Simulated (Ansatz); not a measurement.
Ansatz input

```yaml
crystal:
  lattice:
    - [2.7978243883, 0.0, 0.0]
    - [-1.3989121941, 2.4229869956, 0.0]
    - [0.0, 0.0, 4.5463270685]
  atoms:
    - { symbol: Ir, position: [0.3333333333, 0.6666666667, 0.25], spin: 1.0 }
    - { symbol: Ir, position: [0.6666666667, 0.3333333333, 0.75], spin: 1.0 }
hamiltonian:
  xc: mr2scan
  pseudopotentials:
    kind: paw
    azcp:
      Ir: "pseudopotentials/Ir.paw.azcp"
basis:
  ecutwfc: 500
  fft_grid_basis: typed
kpoints:
  mp_grid: { grid: [22, 22, 12], shift: [0, 0, 0] }
magnetization:
  spin_polarized: true
scf:
  occupations: { method: fermi_dirac, width: 0.05 }
output:
  stress: true
```

Terminal output

```
Engine: ansatz 0.2.0, x86_64-unknown-linux-gnu
Pseudopotentials: kind: paw
Pseudopotential: Ir, paw, valence charge 17, recommended cutoff 500 eV (meta_gga) 
Functional definition: m-r2SCAN
  exchange = m_r2scan_x
  correlation = m_r2scan_c
Crystal: 2 atoms, lattice volume = 30.820 Å³
Basis set: ecut = 500 eV, 785 PW (Γ), exchange–correlation on 96×96×144 points (64 copies of the dense FFT grid, shifted against one another)
Bands: 22, of which v1, the nominal top of the filled ones, is band 17 counted from 1 (16 counted from 0)
Symmetry: 24 space group operations
Space group: P63/mmc (ITA 194), of the structure as read, at distance tolerance 3.1e-5 Å
Magnetic group: BNS 194.263 (UNI 1493), of the structure as read, at distance tolerance 3.1e-5 Å
k-points: 364 of 5808
Non-local potential: Ir, projectors of the file, l = 0: 3, l = 1: 2, l = 2: 2, l = 3: 1
PAW form: soft (Blöchl's): semilocal exchange-correlation on the pseudo side does not see the compensation charge
PAW frozen core: Ir, regenerated for the run's functional (the file was generated under x = pbe(κ = 0.804, μ = 0.2195149727645171), c = pbe(β = 0.06672455060314922))
PAW one-centre angular grid: Ir, 590 points (default); XC on 160 Gauss nodes
Initial density: superposition of atomic densities (chi_scale 0.1, normalization cell)
Starting moments: Σ|m| = 2 μB on 2 of 2 sites
Initial wavefunctions: pseudopotential atomic-orbital guess
Functional: x = mr2scan, c = mr2scan; τ floored in thin density (d = 2e-4 eV/Å³)
iter 1 solved again at ethr=1.19e-3 eV; its pass at ethr=3.10e-3 eV (dr2=4.04e-1 eV) is discarded
SCF iter   1: F=—  HF=-23896.694776 eV  |F-HF|=—  |Δ(HF+E_count)|=         —  Δρ=3.03e-2 (↑3.03e-2 ↓2.01e-2)  dr2=5.06e-1  dr2_τ=1.52e-2  dr2_m=6.02e-2  M=1.231 μB ∫|m|=1.235 μB  β_m=0.78  ethr=1.19e-3  ⟨swp⟩=1.9  Hψ=89576  notcnv=0
Mixer restart at iter 1: flushing history
spin=Collinear: Kerker preconditioning applied to the charge; magnetization (m = ρ↑ − ρ↓) channel mixes plain (no charge-response kernel on spin).
SCF iter   2: F=—  HF=-23896.657626 eV  |F-HF|=—  |Δ(HF+E_count)|=   3.72e-2  Δρ=1.56e-2 (↑1.56e-2 ↓1.14e-2)  dr2=1.53e-1  dr2_τ=4.04e-3  dr2_m=8.97e-3  M=1.101 μB ∫|m|=1.117 μB  β_m=1.00  ethr=1.19e-3  ⟨swp⟩=2.0  Hψ=25954  notcnv=0  κ⁻¹=1.0e0(r=1)
SCF iter   3: F=—  HF=-23897.308993 eV  |F-HF|=—  |Δ(HF+E_count)|=         —  Δρ=4.28e-2 (↑4.28e-2 ↓3.29e-2)  dr2=5.98e-2  dr2_τ=7.61e-2  dr2_m=3.95e-1  M=-0.298 μB ∫|m|=0.298 μB  β_m=1.00  ethr=4.51e-4  ⟨swp⟩=2.4  Hψ=29640  notcnv=0  defer=52
Mixer restart at iter 3: flushing history
SCF iter   4: F=—  HF=-23897.078488 eV  |F-HF|=—  |Δ(HF+E_count)|=   2.31e-1  Δρ=9.19e-3 (↑9.19e-3 ↓4.29e-3)  dr2=1.45e-2  dr2_τ=4.23e-3  dr2_m=1.07e-2  M=-0.067 μB ∫|m|=0.067 μB  β_m=0.39  ethr=1.47e-4  ⟨swp⟩=2.0  Hψ=29079  notcnv=0  defer=52
...
SCF iter  19: F=—  HF=-23897.091387 eV  |F-HF|=—  |Δ(HF+E_count)|=  5.09e-11  Δρ=1.13e-6 (↑1.13e-6 ↓1.08e-6)  dr2=3.43e-12  dr2_τ=6.77e-11  dr2_m=3.42e-10  M=-0.000 μB ∫|m|=0.000 μB  β_m=1.00  ethr=1.00e-12  ⟨swp⟩=2.0  Hψ=31353  notcnv=0  κ⁻¹=1.2e-7(r=8)
SCF iter  20: F=—  HF=-23897.091387 eV  |F-HF|=—  |Δ(HF+E_count)|=  2.80e-10  Δρ=8.11e-7 (↑7.92e-7 ↓8.11e-7)  dr2=7.16e-13  dr2_τ=3.56e-11  dr2_m=1.81e-10  M=0.000 μB ∫|m|=0.000 μB  β_m=1.00  ethr=1.00e-12  ⟨swp⟩=2.0  Hψ=31319  notcnv=0  κ⁻¹=2.7e-7(r=8)
SCF iter  21: F=-23897.091387 eV  HF=-23897.091387 eV  |F-HF|=2.55e-11  |Δ(HF+E_count)|=  2.95e-10  Δρ=1.51e-7 (↑1.51e-7 ↓1.30e-7)  dr2=4.52e-13  dr2_τ=1.13e-12  dr2_m=5.37e-12  M=0.000 μB ∫|m|=0.000 μB  ethr=1.00e-12  ⟨swp⟩=1.8  Hψ=20622  notcnv=0
SCF 1 converged in 21 iterations: F = -23897.091387 eV  dr2 = 4.52e-13
WARN: the starting moments were not kept: the SCF closed with an absolute magnetisation of 7.4e-6 μB, where they sum to 2 μB in size (2 sites). That is at most 0.1 of that sum. Measured as dr2_m measures the in/out step, that magnetisation stands 1.1e-11 eV from none, at or under the dr2_threshold of 1.0e-7 eV: it is no larger than a step whose dr2_m would equal this threshold. The system may hold no moment; this SCF shows only that its start led to no more than that. To try another start: raise the starting moments (crystal.atoms[].spin, magnetization.per_species, magnetization.initial_magnetization, or on a non-collinear deck that types none of these the spinor_matrix: blocks that start its atoms; where the total moment is fixed, keep their sum and leave initial_magnetization as it is; typed ones take the place of any that the run laid by itself, positive ones on a crystal's lanthanoids without a Hubbard term where scf.initial_density.shell_occupations: [] is typed) or, if the notice of its spin-set hold's release reads "site moments contracting" or "site moments show no strong build", lengthen the hold (scf.mixing.spin_hold: { on: { confirm: 4 } }; for m-r²SCAN on two components see the key's manual first). Each may lead to a state that holds a moment. A second SCF, from the converged charge density, with the starting moments and any scf.initial_density.shell_occupations laid on it anew, would have followed, and was not run: the deck does not ask for one (magnetization.retry_lost_moments is false, the default). To let it run, set magnetization.retry_lost_moments: true and run the deck again, where that key's refused combinations let it; where memory then withholds it, that run's warning says so.
this state was not tested for a lower state beside it, because the mixer in use, unlike msr1, does not test its closes by its own steps (another_mixer; see scf.mixing.algorithm and scf.lower_state_search)
SCF converged after 21 iterations
Magnetization: 0.0000 μB (17.0000 up, 17.0000 down)
Absolute magnetization: 0.0000 μB (∫|ρ↑−ρ↓|, with the PAW one-centre terms)
Spin contamination: 0.0000 ħ² per cell (⟨S²⟩ above its minimum at these occupations)
Per-site moments (μB) at R_I (Å): [(3.3351387496076876e-6, 1.1503164535061745), (3.3351387495253047e-6, 1.1503164535061745)]
Free energy (F): -23897.091387 eV
Harris-Foulkes:  -23897.091387 eV  (|F-HF|=2.55e-11)
Internal energy: -23897.069691 eV  (E = F + TS)
E sigma→0 (E₀):  -23897.080539 eV
Entropy (-TS):   -0.021696 eV (-10.848 meV/atom)
Fermi energy:    23.037209 eV
--- Per-component energies (eV) ---
  E_band       = -278.084082
  E_kinetic    = 1240.547035
  E_local      = -2329.781294  (includes V_loc(G=0)·N_el)
  E_nonlocal   = 147.627377
  E_hartree    = 882.034631
  E_xc         = -508.142236
  E_vxc        = -663.171976  (∫ρ·V_xc dr)
  E_paw        = -18498.850491  (= ΣΔE_a)
  E_vpaw       = -478.672916  (= ΣTr[D̂ρ^β])
  E_aug_tail   = -0.000028  (compensation charges beyond the density's cutoff)
  E_vtau       = 41.298446  (kinetic-family band-sum trace: ∫τ·v_τ [+ j·A + Jᵃ·Aᵃ] dr)
  E_ewald      = -4829.870896
  E_core_change = -0.633787  (= ΣΔE_core)
  E_smearing   = -0.021696  (= −TS)
  E_closure    = 0.000000  (closes the sum)
  Σ components = -23897.091387   (vs F -23897.091387, Δ=0.00e0)
--- Stress (GPa, compression-positive) ---
      -23.427631       0.000000      -0.000000
        0.000000     -23.427631      -0.000000
       -0.000000      -0.000000     -24.260972
  P = ⅓ Tr σ = -23.7054 GPa (-237.054 kbar)
```
